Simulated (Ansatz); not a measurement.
A surface is cut from this relaxed crystal of Co:

```cif
data_structure
_symmetry_space_group_name_H-M 'P6_3/mmc'
_symmetry_Int_Tables_number 194
_cell_length_a 2.4564
_cell_length_b 2.4564
_cell_length_c 3.9694
_cell_angle_alpha 90.000
_cell_angle_beta 90.000
_cell_angle_gamma 120.000
_cell_volume 20.74
loop_
_atom_site_label
_atom_site_type_symbol
_atom_site_symmetry_multiplicity
_atom_site_Wyckoff_symbol
_atom_site_fract_x
_atom_site_fract_y
_atom_site_fract_z
_atom_site_occupancy
Co1 Co 2 c 0.33333 0.66667 0.25000 1
```

Miller indices refer to the conventional cell of P6_3/mmc (No. 194), a = 2.456 Å, b = 2.456 Å, c = 3.969 Å, α = 90.00°, β = 90.00°, γ = 120.00°.

Consider the (100) slab of 12 planes, 12.1 Å thick with 15 Å of vacuum as cut; outer planes Co (top) and Co (bottom), all atoms relaxed.

Computed with DFT PBEsol, scalar-relativistic, plane waves, PAW (Ansatz). Cutoff 420 eV; k points 14×9×1 on the computed 12-atom cell (Γ-centred); Gaussian smearing, width 0.10 eV; collinear spin from starting moments 1.8 1.8 1.8 1.8 1.8 1.8 1.8 1.8 1.8 1.8 1.8 1.8 μB. The cell repeats along c with a dipole correction in the vacuum.

(1) Give the surface energy (mean of both faces).

(2) Give the work function.

(3) Give the sequence of site moments over 0.05 μB in size, bottom to top.

(4) The top two planes lie 1.418 Å apart in the bulk. How does relaxation change this?

Answers

(1) 3.42 J/m².

(2) 4.24 eV.

(3) Co 1.87, Co 1.74, Co 1.61, Co 1.63, Co 1.62, Co 1.62, Co 1.62, Co 1.62, Co 1.63, Co 1.61, Co 1.74, Co 1.87 μB.

(4) The spacing becomes 1.222 Å (-13.8 %).